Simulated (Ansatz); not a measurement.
**HfV$_{2}$: a fit and a missing row**

HfV$_{2}$, Fd-3m, a = 7.218 Å. The structure is a COD entry; whether it is the stable form wasn't checked. Ansatz: PBEsol, PAW, 420 eV, Γ-centred 8×8×8 mesh on 6 atoms, Gaussian smearing 0.10 eV; no spin polarisation. Symmetry fixes shape and atoms, so the cell is only scaled; pressure is positive in compression.

```tsv
V (Å³/atom)	P (GPa)
13.788	25.38
14.258	17.62
14.728	10.87
15.198	5.04
15.668	0.00
16.138	-4.34
16.608	?
17.235	-12.33
```

Question: Take V0 = 15.668 Å³/atom, fit the third-order Birch–Murnaghan form to the other rows, and predict the missing pressure.

Answer: With the Eulerian strain f = ½[(V0/V)^(2/3) − 1] and y = P/[3f(1 + 2f)^(5/2)], the form is the line y = B0 + 1.5 B0 (B0′ − 4) f. Rows (f, y): 0.04448, 153.7; 0.03244, 154.7; 0.02105, 155.3; 0.01026, 155.6; -0.00976, 155.7; -0.03079, 156.5. Means f = 0.01128, y = 155.25; Σ(Δf)² = 0.003859, ΣΔfΔy = -0.1250; the slope is their ratio. y = 155.6 − 32.40 f GPa, so B0 = 155.6 GPa and B0′ = 4 + 2 × (-32.40)/(3 × 155.6) = 3.86. At V = 16.608, f = -0.01905, y = 156.22 and P = -8.10 GPa. The run gave -8.09 GPa, so the fit is 0.01 GPa too low, within the rms miss on the fitted rows (0.03 GPa).

Spin–orbit coupling is left out, which can shift energies with elements as heavy as these.

Cost: 8 runs of about 2.2 core-minutes in all, on Arm Neoverse V1 (shared hosts).